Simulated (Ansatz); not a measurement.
The elements of this relaxed trial crystal are hidden behind letters.

```
lattice vectors (Å)
   2.7923    0.0000    0.0000
   0.0000    2.7923    0.0000
   0.0000    0.0000    6.7151
fractional positions
X 0.5000 0.5000 0.2890
X 0.5000 0.5000 0.7110
Z 0.0000 0.0000 0.0000
```

Level of theory: DFT PBE, scalar-relativistic, plane waves, PAW in Ansatz. Plane waves to 420 eV, a 16×16×8 mesh through Γ for the 3-atom cell and 0.10 eV Gaussian smearing; no spin polarisation.

- Space group: P4/mmm (No. 123)
- Conventional cell: a = 2.792 Å, c = 6.715 Å
- Volume per atom: 17.45 Å³
- Density: 3.89 g/cm³
- Formation energy: 0.00 eV/atom
- Gap on the 16×16×8 mesh of the 3-atom cell: 0 eV (a metal)

Energies are uncorrected and count from the elements' standard states at the same level.

Question: X is a d-block element of period 4 and Z is a p-block element of period 3. Which elements are they?

Answer: X = Ti, Z = Al, so the formula is Ti2Al. Density times volume gives a mean mass of 3.89 × 17.45/1.6605 = 40.9 u per atom, and this set has 40.9 u. Among the elements that the hints allow, noble gases aside, only these give it. Around Ti lie 4 Al at 2.77 Å and 5 Ti at 2.79–2.83 Å; around Al lie 8 Ti at 2.77 Å and 4 Al at 2.79 Å.

Symmetry constrained the relaxation, so the result can be a saddle point. Another cell of Ti2Al relaxed alike, in P6/mmm, lies 180 meV/atom lower, so this cell isn't the stable form at this level.
